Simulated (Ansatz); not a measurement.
InPd2 in space group Pnma (No. 62; In on 4c, Pd on 4c, Pd on 4c) at seven volumes, PBEsol in the plane-wave PAW code Ansatz, shape and atoms relaxed at each. One row is withheld.

```json
[
 {"V (Å³/atom)": "14.711", "P (GPa)": "18.99"},
 {"V (Å³/atom)": "15.196", "P (GPa)": "11.43"},
 {"V (Å³/atom)": "15.681", "P (GPa)": "5.17"},
 {"V (Å³/atom)": "16.166", "P (GPa)": "0.00"},
 {"V (Å³/atom)": "16.651", "P (GPa)": "-4.26"},
 {"V (Å³/atom)": "17.136", "P (GPa)": "-7.76"},
 {"V (Å³/atom)": "17.621", "P (GPa)": "?"}
]
```

Problem. Fit the shown pressures and predict the withheld one.

Solution. Third-order Birch–Murnaghan: P = (3/2)B₀(x^(7/2) − x^(5/2))[1 + (3/4)(B′ − 4)(x − 1)] with x = (V₀/V)^(2/3). Least squares on the six rows gives V₀ = 16.167 Å³/atom, B₀ = 156.1 GPa, B′ = 5.40. At V = 17.621, x = 0.9442 and P = -10.65 GPa. The run itself gave -10.61 GPa.

The workflow started from a Materials Project entry (that database holds measured and hypothetical structures alike); the Crystallography Open Database copy checked does not list it. Its standing as an ambient phase is unchecked. The cell was relaxed with PBEsol under the symmetry of its start; its stability against distortions is not shown here. The run is not spin-polarised.

Potentials: the later of the program's two PAW sets.
